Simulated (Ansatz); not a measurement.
Two Ansatz runs on ScPt3

Structure from Materials Project entry mp-481 (possibly hypothetical), not relaxed further.

First run: DFT, r2SCAN, all-electron PAW with datasets made for the crystal, scalar-relativistic (Ansatz 0.2.0).

Command: `ansatz run input.yaml --threads 1 --pin off --max-ram 4096MiB --backend cpu --events-out ev --progress --plain --runs-dir out` The run took 65 s on 1 thread of Arm Neoverse V1 (shared host), peak memory 0.96 GiB.

```yaml
crystal:
  lattice:
    - [3.98423648, 0.0, 0.0]
    - [0.0, 3.98423648, 0.0]
    - [0.0, 0.0, 3.98423648]
  atoms:
    - { symbol: Sc, position: [0.0, 0.0, 0.0] }
    - { symbol: Pt, position: [0.5, 0.5, 0.0] }
    - { symbol: Pt, position: [0.5, 0.0, 0.5] }
    - { symbol: Pt, position: [0.0, 0.5, 0.5] }
kpoints:
  mp_grid: { grid: [8, 8, 8] }
  band_path:
    path:
      - [0.0, 0.0, 0.0]
      - [0.0, 0.5, 0.0]
      - [0.5, 0.5, 0.0]
      - [0.0, 0.0, 0.0]
      - [0.5, 0.5, 0.5]
      - [0.0, 0.5, 0.0]
      - [0.5, 0.5, 0.5]
      - [0.5, 0.5, 0.0]
    npoints: 8
scf:
  occupations: { method: fermi_dirac, width: 0.03 }
hamiltonian:
  xc: r2scan
  pseudopotentials: { kind: all_electron, datasets: crystal }
output:
  forces: true
  stress: true
  eigenvalues: true
  efg: { contact_densities: true }
```

Result: converged; pressure -0.86 GPa; 13 SCF iterations.

Spin polarisation is left out, and whether a magnetic state lies lower isn't shown here.

Spin–orbit coupling is left out, though it moves levels of the heavy atoms by tenths of an eV or more.

The input is then changed:

```diff
@@ -23,5 +23,5 @@
     npoints: 8
 scf:
-  occupations: { method: fermi_dirac, width: 0.03 }
+  occupations: { method: tetrahedron_uncorrected }
 hamiltonian:
   xc: r2scan
```

What does the second run give?

It converged; energy at zero smearing +11.8 meV/atom from the first run; pressure -0.79 GPa; 14 SCF iterations.
